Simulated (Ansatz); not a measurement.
## How far is PAW off for TaN?

```
CELL_PARAMETERS angstrom
2.99562 0.00000 0.00000
-1.49781 2.59428 0.00000
0.00000 0.00000 2.93954
ATOMIC_POSITIONS crystal
Ta 0.33333 0.66667 0.50000
N 0.00000 0.00000 0.00000
```

Atom numbers follow the list: Ta1, N2.

The cell comes from COD entry 1538016, which wasn't checked; take it as a given geometry. The listed cell was then made from it by scaling, straining or moving an atom.

Spin–orbit coupling is left out, though it moves levels of the heavy atoms by tenths of an eV or more.

Levels of theory: DFT, PBEsol, PAW with Ansatz's default frozen-core files, scalar-relativistic (Ansatz 0.2.0); DFT, PBEsol, all-electron LAPW, scalar-relativistic (Ansatz 0.2.0).

For PAW: a Γ-centred 12×12×10 k mesh, Fermi–Dirac smearing of 0.02 eV, cutoff 420 eV, no spin polarisation; the PAW files were made with PBE, and the program remakes their frozen cores for this functional. LAPW targets a basis error of 0.5 meV/atom. The Ansatz runs share mesh, smearing and spin set-up. Plane-wave (PAW) pressures include the program's estimate of the Pulay term.

Stress and pressure are positive in compression.

The change that made this cell: volume scaled by 1.06.

PAW results:

| quantity | PAW |
| --- | --- |
| pressure (GPa) | -22.41 |
| stress xx (GPa) | -21.62 |
| stress zz (GPa) | -23.97 |

What does all-electron LAPW give for the same quantities?


```json
{"quantity": "pressure (GPa)", "LAPW": "-22.18"}
{"quantity": "stress xx (GPa)", "LAPW": "-21.41"}
{"quantity": "stress zz (GPa)", "LAPW": "-23.71"}
```
